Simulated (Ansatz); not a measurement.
Method: Ansatz 0.2.0, DFT PBE, scalar-relativistic, plane waves, PAW. All cells share a 420 eV cutoff and Γ-centred k meshes spaced about 0.3 Å⁻¹ or finer (0.25 for metals, 2π included). No spin polarisation in the final relaxations.

These are static total energies at zero pressure. All come from trial cells, and lower structures may exist.

**Question.** Which of these relaxed structures of NaAl₅O₂ is the lowest in energy?
A.

```
CELL_PARAMETERS angstrom
2.90065 0.00000 0.00000
-1.45032 2.51204 0.00000
0.00000 0.00000 14.63177
ATOMIC_POSITIONS crystal
Na 0.00000 0.00000 0.00000
Al 0.66667 0.33333 0.18702
Al 0.33333 0.66667 0.81298
Al 0.33333 0.66667 0.34402
Al 0.00000 0.00000 0.50000
Al 0.66667 0.33333 0.65598
O 0.33333 0.66667 0.11466
O 0.66667 0.33333 0.88534
```

B.

```
CELL_PARAMETERS angstrom
1.45353 0.83920 14.48399
-1.45353 0.83920 14.48399
0.00000 -1.67839 14.48399
ATOMIC_POSITIONS crystal
Na 0.00000 0.00000 0.00000
Al 0.27093 0.27093 0.27093
Al 0.72907 0.72907 0.72907
Al 0.88654 0.88654 0.88654
Al 0.11346 0.11346 0.11346
Al 0.50000 0.50000 0.50000
O 0.62809 0.62809 0.62809
O 0.37191 0.37191 0.37191
```

C.

```
CELL_PARAMETERS angstrom
2.89847 0.00000 0.00000
-1.44923 2.51015 0.00000
0.00000 0.00000 29.13037
ATOMIC_POSITIONS crystal
Na 0.66667 0.33333 0.09202
Na 0.33333 0.66667 0.90798
Al 0.33333 0.66667 0.18596
Al 0.00000 0.00000 0.00000
Al 0.66667 0.33333 0.81404
Al 0.00000 0.00000 0.26431
Al 0.00000 0.00000 0.73569
Al 0.66667 0.33333 0.57861
Al 0.00000 0.00000 0.50000
Al 0.33333 0.66667 0.42139
Al 0.66667 0.33333 0.34205
Al 0.33333 0.66667 0.65795
O 0.00000 0.00000 0.14967
O 0.33333 0.66667 0.03474
O 0.66667 0.33333 0.96526
O 0.00000 0.00000 0.85033
```

**Answer.** C. It has space group P-3m1 (No. 164); the next, B, with space group R-3m (No. 166), lies 41 meV/atom higher. Counting Al or Na atoms around O (for each partner element, those within 1.25 times its shortest distance or 1.15 times the sum of covalent radii, where it is the nearest in units of that sum or under 1.3), the lowest and the next both have O 6.

Cells relaxed within their symmetry can be saddle points; a later kick test found a lower structure for NaAl5O2 P-3m1.

Some candidate types were left out of the draw beforehand, so a known form may be missing.
